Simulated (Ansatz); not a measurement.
**SnSe: moving Se off its site**

SnSe, Fm-3m, a = 5.893 Å. This isn't the usual stable structure of the compound. Ansatz: LDA, PAW, 420 eV, Γ-centred 6×6×6 mesh on 8 atoms, Gaussian smearing 0.05 eV; no spin polarisation.

```
CELL_PARAMETERS angstrom
5.89330 0.00000 0.00000
0.00000 -5.89330 0.00000
0.00000 0.00000 -5.89330
ATOMIC_POSITIONS crystal
Sn 0.00000 0.00000 0.00000
Sn 0.50000 0.50000 0.00000
Sn 0.50000 0.00000 0.50000
Sn 0.00000 0.50000 0.50000
Se 0.50000 0.00000 0.00000
Se 0.00000 0.50000 0.00000
Se 0.00000 0.00000 0.50000
Se 0.50000 0.50000 0.50000
```

Atom 5 (Se) moves by x along the unit vector (0.000, 0.000, 1.000), with its periodic images; all else is held. y is the free energy of the cell over the start, F the force along the path summed over the moved atoms. Symmetry makes y even in x.

| x (Å) | y (meV) | F (eV/Å) |
| --- | --- | --- |
| -0.100 | 6.91 | 0.15 |
| -0.060 | 2.38 | 0.08 |
| -0.020 | 0.26 | 0.03 |
| 0.000 | 0.00 | 0.00 |
| 0.040 | ? | ? |
| 0.080 | 4.32 | -0.11 |
| 0.090 | 5.53 | -0.13 |

Task: Fit y = c2 x² + c4 x⁴ to the energies of the other rows, give the force constant, and predict energy and force of the missing row.

Result: Least squares on the rows shown. y = 645.6 x² + 4559 x⁴. The force constant is 2 c2 = 1.29 eV/Å² (for all images moving together, not for a lone atom). The force −dy/dx at the missing row is -0.05 eV/Å (computed -0.05). At x = 0.040 the fit asked for gives 1.04 meV. The run gave 1.04 meV, the same to the digits shown.

Cost: 7 runs of about 10 core-minutes in all, on Intel Xeon Processor @ 2.50GHz (Skylake/Cascade Lake) (shared hosts).